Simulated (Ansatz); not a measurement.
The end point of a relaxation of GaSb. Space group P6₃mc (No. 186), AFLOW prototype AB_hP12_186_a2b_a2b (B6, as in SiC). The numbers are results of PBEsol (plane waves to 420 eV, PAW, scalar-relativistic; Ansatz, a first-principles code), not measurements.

```cif
data_Ga6Sb6
_chemical_formula_sum 'Ga6 Sb6'
_space_group_name_H-M_alt 'P63mc'
_space_group_IT_number 186
_space_group_name_Hall 'P 6c -2c'
_cell_length_a 4.31557
_cell_length_b 4.31557
_cell_length_c 21.20855
_cell_angle_alpha 90.000
_cell_angle_beta 90.000
_cell_angle_gamma 120.000
loop_
_atom_site_label
_atom_site_type_symbol
_atom_site_symmetry_multiplicity
_atom_site_Wyckoff_symbol
_atom_site_fract_x
_atom_site_fract_y
_atom_site_fract_z
_atom_site_occupancy
Ga1 Ga 2 a 0.00000 0.00000 0.00000 1
Ga2 Ga 2 b 0.33333 0.66667 0.33269 1
Ga3 Ga 2 b 0.66667 0.33333 0.16649 1
Sb1 Sb 2 a 0.00000 0.00000 0.37451 1
Sb2 Sb 2 b 0.33333 0.66667 0.20814 1
Sb3 Sb 2 b 0.66667 0.33333 0.04188 1
```

For GaSb, the volume per atom is 28.51 Å³ and the density comes out as 5.58 g/cm³. The band gap is zero (the bands touch at this level, without spin-orbit coupling) and the shortest distances is Ga–Sb 2.64 Å. The k-mesh is 10×10×2.

Band energies at high-symmetry points (eV from the Fermi level; labels of this space group; no spin-orbit coupling), from −5 eV up to 3.1 eV:

```tsv
point	energies
Γ	-2.85 -2.83 -1.26 -1.26 -1.05 -1.05 -1.03 -1.03 -0.50 -0.50 -0.44 -0.44 -0.14 -0.06 -0.06 -0.05 0.20 0.36 0.52 0.88 1.08 2.61 2.61 2.73 3.02 3.02
M	-3.52 -3.28 -2.69 -2.68 -2.67 -2.42 -2.39 -2.18 -1.72 -1.72 -1.62 -1.25 0.56 0.67 0.92 1.15 1.18 1.46 1.50 2.20 2.82
K	-4.02 -4.02 -3.86 -3.61 -3.32 -3.32 -2.66 -2.66 -2.48 -2.02 -1.97 -1.97 1.44 1.47 1.47 2.66 2.90 2.90
A	-4.16 -4.16 -1.44 -1.44 -1.21 -1.21 -1.21 -1.21 -0.78 -0.78 -0.78 -0.78 -0.18 -0.18 -0.18 -0.18 0.25 0.25 0.69 0.69 0.89 0.89 2.76 2.76 2.76 2.76 2.92 2.92
L	-3.34 -3.34 -2.86 -2.86 -2.61 -2.61 -2.09 -2.09 -1.76 -1.76 -1.39 -1.39 0.50 0.50 0.93 0.93 1.42 1.42 2.00 2.00
H	-4.00 -4.00 -3.75 -3.75 -3.39 -3.39 -2.52 -2.52 -2.24 -2.24 -2.06 -2.06 1.81 1.81 1.89 1.89 2.09 2.09
```

No spin polarisation in the result. Without spin-orbit coupling the bands of the heavy element are not split, so the gap can be far off. The gap comes from the SCF mesh and the high-symmetry points alone.

The run could not lose the symmetry of its start.

The first start was generated by placing the elements on the sites of a structure type. Materials Project lists a structure of GaSb in the same space group, P6₃mc (No. 186); the sites were not compared with it, nor with measured phases. Known forms of GaSb include space group No. 216.
